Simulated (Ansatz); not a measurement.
BaTaO$_{3}$ (cubic perovskite, Pm-3m) at seven volumes, the program Ansatz at the r²SCAN level (PAW), scaled uniformly. One row is withheld.

```
V (Å³/atom)  P (GPa)
-----------  -------
12.466         22.72
12.877             ?
13.288          6.37
13.699          0.01
14.110         -5.39
14.521         -9.96
14.932        -13.84
```

Question: Fit the shown pressures and predict the withheld one.

Answer: Third-order Birch–Murnaghan: P = (3/2)B₀(x^(7/2) − x^(5/2))[1 + (3/4)(B′ − 4)(x − 1)] with x = (V₀/V)^(2/3). Least squares on the six rows gives V₀ = 13.700 Å³/atom, B₀ = 194.8 GPa, B′ = 4.48. At V = 12.877, x = 1.0422 and P = 13.87 GPa. The run itself gave 13.87 GPa.

The first step of the workflow began from a Materials Project structure, measured or hypothetical; the Crystallography Open Database copy checked does not list it. Its standing as an ambient phase is unchecked. The r²SCAN relaxation kept the symmetry of its start; whether a distortion lowers the energy is not shown. No spin polarisation was allowed. Scalar-relativistic: spin–orbit coupling is off unless named, which matters more the heavier the elements.

Potentials: the later of the program's two PAW sets.
